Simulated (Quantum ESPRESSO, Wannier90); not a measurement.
# HgI₂ (Cmc2₁): Wannier90 run

```
begin unit_cell_cart
ang
    2.4829550000   -3.7267050000    0.0000000000
    2.4829550000    3.7267050000    0.0000000000
    0.0000000000    0.0000000000   13.9966600000
end unit_cell_cart
begin atoms_frac
Hg   0.3434900000 -0.3434900000 -0.0012500000
Hg  -0.3434900000  0.3434900000  0.4987500000
I    0.3973500000 -0.3973500000  0.3689000000
I   -0.3973500000  0.3973500000 -0.1311000000
I   -0.0849700000  0.0849700000 -0.3709400000
I    0.0849700000 -0.0849700000  0.1290600000
end atoms_frac
```

Cell from Materials Project (mp-23173), symmetrised, no further relaxation. COD (Crystallography Open Database) has the formula in 4 space groups, this one among them (matched by group alone). Computed values, not measurements, from PBEsol: Quantum ESPRESSO (norm-conserving PseudoDojo potentials, cutoff 56 Ry, no spin polarisation, no spin-orbit coupling) on a Γ-centred 6×6×4 mesh, then Wannier90. Density: 8×8×4 mesh, cold smearing 0.01 Ry. Spin-orbit coupling is left out although heavy elements are present.

Bands 9-12,23-34 form an isolated set from -11.92 to 0.00 eV relative to the valence-band maximum (on the path) and are turned into 16 Wannier functions by minimising the spread from the start: sp3 on I. Bands 13–14 (Hg 5d 77 %, I 5p 13 %, I 5s 8 %), 15–18 (Hg 5d 97 %), 19–22 (Hg 5d 99 %) lie between the kept ones and are excluded.

**Question.** Where do the functions sit, how wide are they and what are they made of?

**Answer.** 
```tsv
functions	spread (Å²)	nearest atom, distance (Å)	second atom, distance (Å)	weight on atomic waves
8	2.07	I 0.61	Hg 2.67	I 5p 68 %, I 5s 27 %
2	2.13	I 0.50	Hg 2.68	I 5p 60 %, I 5s 34 %
4	2.87	I 1.22	Hg 1.43	I 5p 62 %, Hg 6s 26 %, I 5s 6 %
2	2.21	I 0.52	Hg 2.69	I 5p 61 %, I 5s 33 %
```

Ω_I = 33.84 Å², Ω_total = 36.71 Å²; the interpolated bands follow pw.x to 1.3 meV rms on the path. It is the lowest total spread that any start reached here.
